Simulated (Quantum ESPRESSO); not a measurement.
# TaPt4Mg2Sn: one run as intended and one with a planted mistake

Simulated, not a measurement. The program is pw.x of Quantum ESPRESSO 7.5 (plane-wave density functional theory). The cell is made up: eight metal atoms on a face-centred cubic lattice, with elements, volume, strain and displacements drawn at random and not relaxed, so it may be unstable or far from any real phase. PseudoDojo standard norm-conserving files set the functional (PBE unless stated); there is no spin polarisation or spin-orbit coupling, the Fermi-Dirac width of 0.25 eV means electrons at about 2900 K, and the masses in the input are unused placeholders. The tin pseudopotential is less sure than most, with forces differing by about three percent from a second method on plain tin. Heavy elements are run without spin-orbit coupling, which real alloys of them have. A spin test at this wide smearing found no moment, but such smearing suppresses magnetism that the real alloy may have.

Intended input:

```
&control calculation='scf', pseudo_dir='./dojo.nc.sr.pbe.v0_5.standard.upf', outdir='./o', disk_io='minimal', tprnfor=.true., tstress=.true. /
&system ibrav=0, nat=8, ntyp=4, nbnd=74, ecutwfc=84.00895049, nosym=.true., tot_charge=0,
 occupations='smearing', smearing='fd', degauss=0.0183746611
/
&electrons conv_thr=1.470e-08, electron_maxstep=70, mixing_beta=0.5 /
ATOMIC_SPECIES
Mg 1.0 Mg.upf
Pt 1.0 Pt.upf
Sn 1.0 Sn.upf
Ta 1.0 Ta.upf
CELL_PARAMETERS angstrom
0.0239 -0.0573 -4.3555
-4.3949 0.0251 0.0239
2.1353 8.6508 2.2803
ATOMIC_POSITIONS angstrom
Ta 0.1609 0.1189 0.0002
Pt -2.3251 2.2818 0.0995
Mg 0.0224 4.2894 -0.036
Mg -2.23 6.5331 0.1479
Pt -2.2302 -0.0867 -2.1838
Pt 0.0849 2.0462 -2.1443
Sn -2.1386 4.4107 -2.0827
Pt 0.0291 6.2621 -2.1209
K_POINTS automatic
6 6 3 1 1 1
```

The log is shortened where brackets say so; the opening notice, blank lines, dates and the lines on written files are dropped, and the path of the files is cut. It prints rydbergs, bohrs and kilobars, and counts compression as positive stress. Its total energy is the free energy E - TS of the whole cell.

Log of the intended run:

```
     Program PWSCF v.7.5
     Parallel version (MPI & OpenMP), running on       4 processor cores
     Number of MPI processes:                 4
     Threads/MPI process:                     1
     [start-up lines left out]
     bravais-lattice index     =            0
     lattice parameter (alat)  =       8.2315  a.u.
     unit-cell volume          =    1115.1366 (a.u.)^3
     number of atoms/cell      =            8
     number of atomic types    =            4
     number of electrons       =       119.00
     number of Kohn-Sham states=           74
     kinetic-energy cutoff     =      84.0090  Ry
     charge density cutoff     =     336.0358  Ry
     scf convergence threshold =      1.5E-08
     mixing beta               =       0.5000
     number of iterations used =            8  plain     mixing
     Exchange-correlation= PBE
                           (   1   4   3   4   0   0   0)
     [axes and pseudopotential details left out]
   Cartesian axes
     site n.     atom                  positions (alat units)
         1        Ta     tau(   1) = (   0.0369380   0.0272960   0.0000459  )
         2        Pt     tau(   2) = (  -0.5337766   0.5238361   0.0228424  )
         3        Mg     tau(   3) = (   0.0051424   0.9847238  -0.0082646  )
         4        Mg     tau(   4) = (  -0.5119443   1.4998132   0.0339536  )
         5        Pt     tau(   5) = (  -0.5119902  -0.0199038  -0.5013381  )
         6        Pt     tau(   6) = (   0.0194906   0.4697491  -0.4922700  )
         7        Sn     tau(   7) = (  -0.4909615   1.0125708  -0.4781284  )
         8        Pt     tau(   8) = (   0.0066805   1.4375993  -0.4868981  )
     number of k points=    54  Fermi-Dirac smearing, width (Ry)=  0.0184
                       cart. coord. in units 2pi/alat
        k(    1) = (  -0.0823354   0.1267719  -0.0854614), wk =   0.0370370
        k(    2) = (  -0.0842325  -0.2096106  -0.0810464), wk =   0.0370370
     [further k points left out]
     Dense  grid:   115951 G-vectors     FFT dimensions: (  50,  50, 108)
     Estimated max dynamical RAM per process >     446.72 MB
     Estimated total dynamical RAM >       1.66 GB
     Initial potential from superposition of free atoms
     starting charge     118.9953, renormalised to     119.0000
     Starting wfcs are   69 randomized atomic wfcs +    5 random wfcs
     total cpu time spent up to now is        5.8 secs
     per-process dynamical memory:   356.1 Mb
     Self-consistent Calculation
     iteration #  1     ecut=    84.01 Ry     beta= 0.50
     Davidson diagonalization with overlap
     ethr =  1.00E-02,  avg # of iterations =  3.0
     Threshold (ethr) on eigenvalues was too large:
     Diagonalizing with lowered threshold
     Davidson diagonalization with overlap
     ethr =  4.27E-04,  avg # of iterations =  1.2
     total cpu time spent up to now is       37.3 secs
     total energy              =   -1570.12823173 Ry
     estimated scf accuracy    <       0.52889334 Ry
     iteration #  2     ecut=    84.01 Ry     beta= 0.50
     Davidson diagonalization with overlap
     ethr =  4.44E-04,  avg # of iterations =  2.4
     total cpu time spent up to now is       55.4 secs
     total energy              =   -1569.99685093 Ry
     estimated scf accuracy    <       1.68429546 Ry
     [iterations 3 to 13 left out]
     iteration # 14     ecut=    84.01 Ry     beta= 0.50
     Davidson diagonalization with overlap
     ethr =  2.26E-11,  avg # of iterations =  2.1
     total cpu time spent up to now is      247.3 secs
     total energy              =   -1570.28986911 Ry
     estimated scf accuracy    <       0.00000012 Ry
     iteration # 15     ecut=    84.01 Ry     beta= 0.50
     Davidson diagonalization with overlap
     ethr =  2.26E-11,  avg # of iterations =  2.0
     total cpu time spent up to now is      263.6 secs
     End of self-consistent calculation
     [lines on levels left out]
!    total energy              =   -1570.28986911 Ry
     estimated scf accuracy    <       0.00000001 Ry
     smearing contrib. (-TS)   =      -0.08733374 Ry
     internal energy E=F+TS    =   -1570.20253537 Ry
     The total energy is F=E-TS. E is the sum of the following terms:
     one-electron contribution =    -623.84088188 Ry
     hartree contribution      =     350.35647976 Ry
     xc contribution           =    -294.78403050 Ry
     ewald contribution        =   -1001.93410276 Ry
     convergence has been achieved in  15 iterations
     Forces acting on atoms (cartesian axes, Ry/au):
     atom    1 type  4   force =     0.01740719    0.06079226    0.00019299
     atom    2 type  2   force =     0.00679228   -0.02132749   -0.00273520
     atom    3 type  1   force =    -0.00010765   -0.02203424    0.01301397
     atom    4 type  1   force =    -0.00061879    0.03436546   -0.00402840
     atom    5 type  2   force =    -0.01251798    0.00917124   -0.00269470
     atom    6 type  2   force =    -0.00892885   -0.04949488    0.00338812
     atom    7 type  3   force =    -0.00639048   -0.04342691   -0.00528516
     atom    8 type  2   force =     0.00436429    0.03195455   -0.00185162
     Total force =     0.110213     Total SCF correction =     0.000583
     Computing stress (Cartesian axis) and pressure
          total   stress  (Ry/bohr**3)                   (kbar)     P=     -180.63
  -0.00130923   0.00002240   0.00000420         -192.59        3.30        0.62
   0.00002240  -0.00120585  -0.00001905            3.30     -177.39       -2.80
   0.00000420  -0.00001905  -0.00116866            0.62       -2.80     -171.92
     init_run     :      5.44s CPU      5.70s WALL (       1 calls)
     electrons    :    251.79s CPU    257.84s WALL (       1 calls)
     forces       :      2.92s CPU      2.95s WALL (       1 calls)
     stress       :     10.09s CPU     10.36s WALL (       1 calls)
     [timing details left out]
     PWSCF        :   4m30.32s CPU   4m37.02s WALL
     JOB DONE.
```

A second run has one planted mistake: one coordinate of one atom is wrong. The input lines that differ:

```
- Ta 0.1609 0.1189 0.0002
+ Ta 0.1609 0.1189 0.1202
```

Its log:

```
     Program PWSCF v.7.5
     Parallel version (MPI & OpenMP), running on       4 processor cores
     Number of MPI processes:                 4
     Threads/MPI process:                     1
     [start-up lines left out]
     bravais-lattice index     =            0
     lattice parameter (alat)  =       8.2315  a.u.
     unit-cell volume          =    1115.1366 (a.u.)^3
     number of atoms/cell      =            8
     number of atomic types    =            4
     number of electrons       =       119.00
     number of Kohn-Sham states=           74
     kinetic-energy cutoff     =      84.0090  Ry
     charge density cutoff     =     336.0358  Ry
     scf convergence threshold =      1.5E-08
     mixing beta               =       0.5000
     number of iterations used =            8  plain     mixing
     Exchange-correlation= PBE
                           (   1   4   3   4   0   0   0)
     [axes and pseudopotential details left out]
   Cartesian axes
     site n.     atom                  positions (alat units)
         1        Ta     tau(   1) = (   0.0369380   0.0272960   0.0275945  )
         2        Pt     tau(   2) = (  -0.5337766   0.5238361   0.0228424  )
         3        Mg     tau(   3) = (   0.0051424   0.9847238  -0.0082646  )
         4        Mg     tau(   4) = (  -0.5119443   1.4998132   0.0339536  )
         5        Pt     tau(   5) = (  -0.5119902  -0.0199038  -0.5013381  )
         6        Pt     tau(   6) = (   0.0194906   0.4697491  -0.4922700  )
         7        Sn     tau(   7) = (  -0.4909615   1.0125708  -0.4781284  )
         8        Pt     tau(   8) = (   0.0066805   1.4375993  -0.4868981  )
     number of k points=    54  Fermi-Dirac smearing, width (Ry)=  0.0184
                       cart. coord. in units 2pi/alat
        k(    1) = (  -0.0823354   0.1267719  -0.0854614), wk =   0.0370370
        k(    2) = (  -0.0842325  -0.2096106  -0.0810464), wk =   0.0370370
     [further k points left out]
     Dense  grid:   115951 G-vectors     FFT dimensions: (  50,  50, 108)
     Estimated max dynamical RAM per process >     446.72 MB
     Estimated total dynamical RAM >       1.66 GB
     Initial potential from superposition of free atoms
     starting charge     118.9953, renormalised to     119.0000
     Starting wfcs are   69 randomized atomic wfcs +    5 random wfcs
     total cpu time spent up to now is        6.2 secs
     per-process dynamical memory:   347.0 Mb
     Self-consistent Calculation
     iteration #  1     ecut=    84.01 Ry     beta= 0.50
     Davidson diagonalization with overlap
     ethr =  1.00E-02,  avg # of iterations =  3.0
     Threshold (ethr) on eigenvalues was too large:
     Diagonalizing with lowered threshold
     Davidson diagonalization with overlap
     ethr =  4.28E-04,  avg # of iterations =  1.1
     total cpu time spent up to now is       39.1 secs
     total energy              =   -1570.12728276 Ry
     estimated scf accuracy    <       0.53025561 Ry
     iteration #  2     ecut=    84.01 Ry     beta= 0.50
     Davidson diagonalization with overlap
     ethr =  4.46E-04,  avg # of iterations =  2.4
     total cpu time spent up to now is       58.0 secs
     total energy              =   -1569.99918919 Ry
     estimated scf accuracy    <       1.66835039 Ry
     [iterations 3 to 12 left out]
     iteration # 13     ecut=    84.01 Ry     beta= 0.50
     Davidson diagonalization with overlap
     ethr =  8.44E-11,  avg # of iterations =  2.1
     total cpu time spent up to now is      262.1 secs
     total energy              =   -1570.28966974 Ry
     estimated scf accuracy    <       0.00000002 Ry
     iteration # 14     ecut=    84.01 Ry     beta= 0.50
     Davidson diagonalization with overlap
     ethr =  1.33E-11,  avg # of iterations =  2.0
     total cpu time spent up to now is      281.7 secs
     End of self-consistent calculation
     [lines on levels left out]
!    total energy              =   -1570.28966974 Ry
     estimated scf accuracy    <          6.7E-09 Ry
     smearing contrib. (-TS)   =      -0.08695227 Ry
     internal energy E=F+TS    =   -1570.20271747 Ry
     The total energy is F=E-TS. E is the sum of the following terms:
     one-electron contribution =    -624.29318890 Ry
     hartree contribution      =     350.57863677 Ry
     xc contribution           =    -294.78989785 Ry
     ewald contribution        =   -1001.69826750 Ry
     convergence has been achieved in  14 iterations
     Forces acting on atoms (cartesian axes, Ry/au):
     atom    1 type  4   force =     0.01585981    0.06226888   -0.00221724
     atom    2 type  2   force =     0.00691094   -0.02091989   -0.00124865
     atom    3 type  1   force =    -0.00013616   -0.02202227    0.01447386
     atom    4 type  1   force =    -0.00077298    0.03303161    0.00281173
     atom    5 type  2   force =    -0.01088589    0.00874167   -0.01056647
     atom    6 type  2   force =    -0.00900203   -0.04899594    0.00289633
     atom    7 type  3   force =    -0.00644286   -0.04350928   -0.00566388
     atom    8 type  2   force =     0.00446918    0.03140522   -0.00048568
     Total force =     0.110384     Total SCF correction =     0.000381
     Computing stress (Cartesian axis) and pressure
          total   stress  (Ry/bohr**3)                   (kbar)     P=     -179.17
  -0.00129996   0.00002202   0.00000965         -191.23        3.24        1.42
   0.00002202  -0.00119576  -0.00003507            3.24     -175.90       -5.16
   0.00000965  -0.00003507  -0.00115826            1.42       -5.16     -170.39
     init_run     :      5.75s CPU      6.04s WALL (       1 calls)
     electrons    :    270.02s CPU    275.59s WALL (       1 calls)
     forces       :      3.70s CPU      3.73s WALL (       1 calls)
     stress       :     11.70s CPU     11.97s WALL (       1 calls)
     [timing details left out]
     PWSCF        :   4m51.28s CPU   4m57.49s WALL
     JOB DONE.
```

|  | intended run | run with the mistake |
| --- | --- | --- |
| free energy (eV) | -21364.882 | -21364.879 |
| entropy term -TS, part of it (eV) | -1.188 | -1.183 |
| pressure (GPa) | -18.06 | -17.92 |
| size of the largest force component (eV/Å) | 1.563 | 1.601 |
| largest change of a force component (eV/Å) |  | 0.202 |
| iterations | 15 | 14 |

For scale, a rerun of the intended cell at a higher cutoff and on a denser mesh moved values by no more than 0.005 eV in energy, 0.02 GPa in stress and 0.005 eV/Å in force, and a second program with other atomic files agreed on that cell to 2 % rms in force and 0.5 GPa in pressure.